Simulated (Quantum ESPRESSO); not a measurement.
Al3ZnO5F, one run as intended and one with a planted mistake

Computed values, not a measurement. The program is pw.x of Quantum ESPRESSO 7.5 (plane-wave density functional theory). The cell is made up: 10 atoms on a corundum lattice, with randomly drawn elements, strain and displacements, not relaxed. PseudoDojo standard norm-conserving files (v0.5 for PBE, v0.4.1 for LDA and PBEsol) set the functional; there is no spin polarisation, spin-orbit coupling or dispersion term, and the masses in the input are unused placeholders.

Intended input:

```
&control calculation='scf', pseudo_dir='./dojo.nc.sr.pbe.v0_5.standard.upf', outdir='./o', disk_io='low', tprnfor=.true., tstress=.true. /
&system ibrav=0, nat=10, ntyp=4, nbnd=39, ecutwfc=84.00895049, nosym=.true., tot_charge=0,
 occupations='smearing', smearing='fd', degauss=0.0018374661
/
&electrons conv_thr=7.350e-09, electron_maxstep=60, /
ATOMIC_SPECIES
Al 1.0 Al.upf
F 1.0 F.upf
O 1.0 O.upf
Zn 1.0 Zn.upf
CELL_PARAMETERS angstrom
2.4703 1.4263 4.4922
-2.4703 1.4263 4.4922
0.0 -2.8525 4.4922
ATOMIC_POSITIONS angstrom
Al -0.2239 0.0881 4.6025
Al -0.1043 -0.1514 2.0018
Zn 0.0279 -0.1143 8.8551
Al -0.0692 0.0292 11.4453
O -0.8331 1.4374 7.9269
O -0.6407 -1.5432 7.8054
O 1.7154 -0.002 7.8441
O 0.8703 -1.3788 5.695
O 0.8312 1.5429 5.6253
F -1.6803 -0.1705 5.7157
K_POINTS automatic
5 5 5 1 1 1
```

The log is shortened where brackets say so; the opening notice, blank lines, dates and the lines on written files are dropped, and the path of the files is cut. It prints rydbergs, bohrs and kilobars, and counts compression as positive stress. Where no state is partly filled, the Fermi energy that it prints is only some level between the filled and the empty states on the mesh, and need not lie in the true gap.

Log of the intended run:

```
     Program PWSCF v.7.5
     Parallel version (MPI & OpenMP), running on       4 processor cores
     Number of MPI processes:                 4
     Threads/MPI process:                     1
     [start-up lines left out]
     bravais-lattice index     =            0
     lattice parameter (alat)  =      10.0559  a.u.
     unit-cell volume          =     640.8514 (a.u.)^3
     number of atoms/cell      =           10
     number of atomic types    =            4
     number of electrons       =        66.00
     number of Kohn-Sham states=           39
     kinetic-energy cutoff     =      84.0090  Ry
     charge density cutoff     =     336.0358  Ry
     scf convergence threshold =      7.3E-09
     mixing beta               =       0.7000
     number of iterations used =            8  plain     mixing
     Exchange-correlation= PBE
                           (   1   4   3   4   0   0   0)
     [axes and pseudopotential details left out]
   Cartesian axes
     site n.     atom                  positions (alat units)
         1        Al     tau(   1) = (  -0.0420759   0.0165560   0.8649150  )
         2        Al     tau(   2) = (  -0.0196004  -0.0284515   0.3761840  )
         3        Zn     tau(   3) = (   0.0052430  -0.0214796   1.6640758  )
         4        Al     tau(   4) = (  -0.0130043   0.0054873   2.1508336  )
         5        O      tau(   5) = (  -0.1565585   0.2701203   1.4896458  )
         6        O      tau(   6) = (  -0.1204022  -0.2900026   1.4668132  )
         7        O      tau(   7) = (   0.3223629  -0.0003758   1.4740858  )
         8        O      tau(   8) = (   0.1635493  -0.2591081   1.0702208  )
         9        O      tau(   9) = (   0.1562015   0.2899462   1.0571225  )
        10        F      tau(  10) = (  -0.3157668  -0.0320408   1.0741108  )
     number of k points=    63  Fermi-Dirac smearing, width (Ry)=  0.0018
                       cart. coord. in units 2pi/alat
        k(    1) = (   0.0000000   0.0000000   0.1184571), wk =   0.0320000
        k(    2) = (   0.0000000  -0.2487301   0.1974304), wk =   0.0320000
     [further k points left out]
     Dense  grid:    66673 G-vectors     FFT dimensions: (  60,  60,  60)
     Estimated max dynamical RAM per process >     178.12 MB
     Estimated total dynamical RAM >     663.66 MB
     Initial potential from superposition of free atoms
     starting charge      65.9925, renormalised to      66.0000
     Starting wfcs are   46 randomized atomic wfcs
     total cpu time spent up to now is        2.7 secs
     per-process dynamical memory:   142.3 Mb
     Self-consistent Calculation
     iteration #  1     ecut=    84.01 Ry     beta= 0.70
     Davidson diagonalization with overlap
     ethr =  1.00E-02,  avg # of iterations =  3.0
     total cpu time spent up to now is        7.3 secs
     total energy              =    -646.44811369 Ry
     estimated scf accuracy    <       2.14688917 Ry
     iteration #  2     ecut=    84.01 Ry     beta= 0.70
     Davidson diagonalization with overlap
     ethr =  3.25E-03,  avg # of iterations =  2.3
     total cpu time spent up to now is       11.8 secs
     total energy              =    -647.01327652 Ry
     estimated scf accuracy    <       2.01523923 Ry
     [iterations 3 to 10 left out]
     iteration # 11     ecut=    84.01 Ry     beta= 0.70
     Davidson diagonalization with overlap
     ethr =  3.91E-11,  avg # of iterations =  3.2
     total cpu time spent up to now is       51.7 secs
     total energy              =    -647.39589224 Ry
     estimated scf accuracy    <          9.3E-09 Ry
     iteration # 12     ecut=    84.01 Ry     beta= 0.70
     Davidson diagonalization with overlap
     ethr =  1.42E-11,  avg # of iterations =  2.0
     total cpu time spent up to now is       55.6 secs
     End of self-consistent calculation
     [lines on levels left out]
     the Fermi energy is    10.1061 ev
!    total energy              =    -647.39589224 Ry
     estimated scf accuracy    <          2.2E-09 Ry
     smearing contrib. (-TS)   =       0.00000000 Ry
     internal energy E=F+TS    =    -647.39589224 Ry
     The total energy is F=E-TS. E is the sum of the following terms:
     one-electron contribution =    -445.89578338 Ry
     hartree contribution      =     261.14916973 Ry
     xc contribution           =    -105.27016915 Ry
     ewald contribution        =    -357.37910943 Ry
     convergence has been achieved in  12 iterations
     Forces acting on atoms (cartesian axes, Ry/au):
     atom    1 type  1   force =     0.19067761   -0.04857579   -0.01090032
     atom    2 type  1   force =     0.01363653    0.14582678    0.06077963
     atom    3 type  4   force =    -0.07442692    0.02638195   -0.11028230
     atom    4 type  1   force =    -0.03797937   -0.14461633    0.08462130
     atom    5 type  3   force =    -0.05525426    0.02669716   -0.03970562
     atom    6 type  3   force =    -0.11350798   -0.10176857   -0.02418872
     atom    7 type  3   force =     0.09106891    0.10225790   -0.02751356
     atom    8 type  3   force =    -0.00242770   -0.02984008    0.00397780
     atom    9 type  3   force =    -0.03877546   -0.04844073    0.04052730
     atom   10 type  2   force =     0.02698863    0.07207770    0.02268449
     Total force =     0.416431     Total SCF correction =     0.000085
     Computing stress (Cartesian axis) and pressure
          total   stress  (Ry/bohr**3)                   (kbar)     P=       16.07
  -0.00038751   0.00008464  -0.00039143          -57.00       12.45      -57.58
   0.00008464   0.00022692   0.00028382           12.45       33.38       41.75
  -0.00039143   0.00028382   0.00048836          -57.58       41.75       71.84
     init_run     :      2.55s CPU      2.63s WALL (       1 calls)
     electrons    :     52.65s CPU     52.91s WALL (       1 calls)
     forces       :      0.77s CPU      0.77s WALL (       1 calls)
     stress       :      2.53s CPU      2.53s WALL (       1 calls)
     [timing details left out]
     PWSCF        :     58.59s CPU     58.95s WALL
     JOB DONE.
```

A second run has one planted mistake: the files are those of another functional. The input lines that differ, file-writing options aside:

```
- &control calculation='scf', pseudo_dir='./dojo.nc.sr.pbe.v0_5.standard.upf', outdir='./o', disk_io='low', tprnfor=.true., tstress=.true. /
+ &control calculation='scf', pseudo_dir='./dojo.nc.sr.pbesol.v0_4_1.standard.upf', outdir='./o', disk_io='low', tprnfor=.true., tstress=.true. /
```

Its log:

```
     Program PWSCF v.7.5
     Parallel version (MPI & OpenMP), running on       4 processor cores
     Number of MPI processes:                 4
     Threads/MPI process:                     1
     [start-up lines left out]
     bravais-lattice index     =            0
     lattice parameter (alat)  =      10.0559  a.u.
     unit-cell volume          =     640.8514 (a.u.)^3
     number of atoms/cell      =           10
     number of atomic types    =            4
     number of electrons       =        66.00
     number of Kohn-Sham states=           39
     kinetic-energy cutoff     =      84.0090  Ry
     charge density cutoff     =     336.0358  Ry
     scf convergence threshold =      7.3E-09
     mixing beta               =       0.7000
     number of iterations used =            8  plain     mixing
     Exchange-correlation= PBESOL
                           (   1   4  10   8   0   0   0)
     [axes and pseudopotential details left out]
   Cartesian axes
     site n.     atom                  positions (alat units)
         1        Al     tau(   1) = (  -0.0420759   0.0165560   0.8649150  )
         2        Al     tau(   2) = (  -0.0196004  -0.0284515   0.3761840  )
         3        Zn     tau(   3) = (   0.0052430  -0.0214796   1.6640758  )
         4        Al     tau(   4) = (  -0.0130043   0.0054873   2.1508336  )
         5        O      tau(   5) = (  -0.1565585   0.2701203   1.4896458  )
         6        O      tau(   6) = (  -0.1204022  -0.2900026   1.4668132  )
         7        O      tau(   7) = (   0.3223629  -0.0003758   1.4740858  )
         8        O      tau(   8) = (   0.1635493  -0.2591081   1.0702208  )
         9        O      tau(   9) = (   0.1562015   0.2899462   1.0571225  )
        10        F      tau(  10) = (  -0.3157668  -0.0320408   1.0741108  )
     number of k points=    63  Fermi-Dirac smearing, width (Ry)=  0.0018
                       cart. coord. in units 2pi/alat
        k(    1) = (   0.0000000   0.0000000   0.1184571), wk =   0.0320000
        k(    2) = (   0.0000000  -0.2487301   0.1974304), wk =   0.0320000
     [further k points left out]
     Dense  grid:    66673 G-vectors     FFT dimensions: (  60,  60,  60)
     Estimated max dynamical RAM per process >     178.12 MB
     Estimated total dynamical RAM >     663.66 MB
     Initial potential from superposition of free atoms
     starting charge      65.9928, renormalised to      66.0000
     Starting wfcs are   46 randomized atomic wfcs
     total cpu time spent up to now is        2.7 secs
     per-process dynamical memory:   142.3 Mb
     Self-consistent Calculation
     iteration #  1     ecut=    84.01 Ry     beta= 0.70
     Davidson diagonalization with overlap
     ethr =  1.00E-02,  avg # of iterations =  3.0
     total cpu time spent up to now is        7.2 secs
     total energy              =    -645.60295534 Ry
     estimated scf accuracy    <       1.98608343 Ry
     iteration #  2     ecut=    84.01 Ry     beta= 0.70
     Davidson diagonalization with overlap
     ethr =  3.01E-03,  avg # of iterations =  2.4
     total cpu time spent up to now is       11.6 secs
     total energy              =    -646.12041139 Ry
     estimated scf accuracy    <       1.95112948 Ry
     [iterations 3 to 9 left out]
     iteration # 10     ecut=    84.01 Ry     beta= 0.70
     Davidson diagonalization with overlap
     ethr =  1.13E-09,  avg # of iterations =  2.0
     total cpu time spent up to now is       45.6 secs
     total energy              =    -646.49132489 Ry
     estimated scf accuracy    <       0.00000002 Ry
     iteration # 11     ecut=    84.01 Ry     beta= 0.70
     Davidson diagonalization with overlap
     ethr =  3.52E-11,  avg # of iterations =  3.1
     total cpu time spent up to now is       50.0 secs
     End of self-consistent calculation
     [lines on levels left out]
     the Fermi energy is     9.8651 ev
!    total energy              =    -646.49132490 Ry
     estimated scf accuracy    <          7.0E-09 Ry
     smearing contrib. (-TS)   =       0.00000000 Ry
     internal energy E=F+TS    =    -646.49132490 Ry
     The total energy is F=E-TS. E is the sum of the following terms:
     one-electron contribution =    -445.47931846 Ry
     hartree contribution      =     260.28654618 Ry
     xc contribution           =    -103.91944319 Ry
     ewald contribution        =    -357.37910943 Ry
     convergence has been achieved in  11 iterations
     Forces acting on atoms (cartesian axes, Ry/au):
     atom    1 type  1   force =     0.18831198   -0.04840800   -0.01057954
     atom    2 type  1   force =     0.01422760    0.14394337    0.06038814
     atom    3 type  4   force =    -0.07203082    0.02365401   -0.10841997
     atom    4 type  1   force =    -0.03674877   -0.14283371    0.08208978
     atom    5 type  3   force =    -0.05444129    0.02289154   -0.03668588
     atom    6 type  3   force =    -0.10863677   -0.09697137   -0.02182561
     atom    7 type  3   force =     0.08560351    0.10201066   -0.02486442
     atom    8 type  3   force =     0.00136587   -0.02940414    0.00270211
     atom    9 type  3   force =    -0.04181790   -0.04220750    0.03585589
     atom   10 type  2   force =     0.02416660    0.06732515    0.02133950
     Total force =     0.405720     Total SCF correction =     0.000159
     Computing stress (Cartesian axis) and pressure
          total   stress  (Ry/bohr**3)                   (kbar)     P=      -38.94
  -0.00075266   0.00008584  -0.00038480         -110.72       12.63      -56.61
   0.00008584  -0.00015173   0.00028074           12.63      -22.32       41.30
  -0.00038480   0.00028074   0.00011034          -56.61       41.30       16.23
     init_run     :      2.52s CPU      2.61s WALL (       1 calls)
     electrons    :     47.14s CPU     47.35s WALL (       1 calls)
     forces       :      0.81s CPU      0.81s WALL (       1 calls)
     stress       :      2.59s CPU      2.59s WALL (       1 calls)
     [timing details left out]
     PWSCF        :     53.12s CPU     53.45s WALL
     JOB DONE.
```

```
                                            intended run  run with the mistake
                          free energy (eV)     -8808.270             -8795.963
                    smearing term -TS (eV)        0.0000                0.0000
                            pressure (GPa)          1.61                 -3.89
            largest force component (eV/Å)         4.903                 4.842
largest change of a force component (eV/Å)                               0.160
                                iterations            12                    11
```

For scale, a rerun of the intended cell at a cutoff of 1437 eV and k mesh 7 x 7 x 7 moved values by no more than 0.003 eV in energy, 0.03 GPa in stress and 0.002 eV/Å in force. Files of another functional have another zero of energy, so the energy change says nothing on stability.